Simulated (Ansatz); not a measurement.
CdPt (L1₀ or tetragonal B2, space group No. 123), plane-wave PAW PBE (Ansatz code), all energies at zero smearing, with the estimated change up to a 700 eV cutoff added, with one set of potentials and settings (totals compare only within such a set). Cell of 2 atoms (1 Cd, 1 Pt): -20778.116 eV.

```csv
element,reference phase,E (eV/atom)
Cd,"P6_3/mmc, 2 atoms in the cell",-8254.4547
Pt,"Fm-3m, 1 atoms in the cell",-12523.0127
```

Formation energy per atom, worked out: (-20778.116 − 1×(-8254.4547) − 1×(-12523.0127))/2 = -0.324 eV/atom (-31 kJ per mol of atoms), at 0 K, without zero-point energy or fitted corrections.

Space group P4/mmm (L1₀ or tetragonal B2). The first step of the workflow began from a Materials Project structure, measured or hypothetical; the Crystallography Open Database copy checked does not list it. With Cd and Pt taken as one species the cell has the higher symmetry I4/mmm, so it may be an ordered model of a mixed-site phase. Its standing as an ambient phase is unchecked. The PBE relaxation kept the symmetry of its start; whether a distortion lowers the energy is not shown. No spin polarisation was allowed. The references are the lowest solids computed at this level, not always the standard phases. Spin–orbit coupling is left out wherever it is not named.

Potentials: the later of the program's two PAW sets.
